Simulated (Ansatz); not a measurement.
TiS$_{2}$:
Space group P-3m1 (No. 164); a = 3.315 Å, b = 3.315 Å, c = 5.442 Å, α = 90.00°, β = 90.00°, γ = 120.00°

```tsv
atom	site	symmetry	x	y	z
Ti	1a	-3m.	0.0000	0.0000	0.0000
S	2d	3m.	0.3333	0.6667	0.2611
```

Relaxed with LDA.

Decompose the optical modes at the zone centre into irreducible representations, and say which are infrared and Raman allowed.

Point group -3m: Γ_opt = A1g + A2u + Eg + Eu. Infrared: A2u, Eu. Raman: A1g, Eg.

Assign frequencies (DFPT, LDA in the plane-wave PAW code Ansatz).

Eu 198, Eg 248, A1g 343, A2u 388 cm⁻¹.

Symmetry was held in the LDA relaxation; phonons on a q-mesh show no instability. The run is not spin-polarised. A crystal of weakly bound layers computed without a dispersion correction: the cell and the soft elastic constants depend strongly on that. As this level gives no gap, phonon frequencies hold no LO–TO term and depend on the k-mesh and smearing (Fermi–Dirac, 0.1 eV here).

Potentials: the later of the program's two PAW sets.
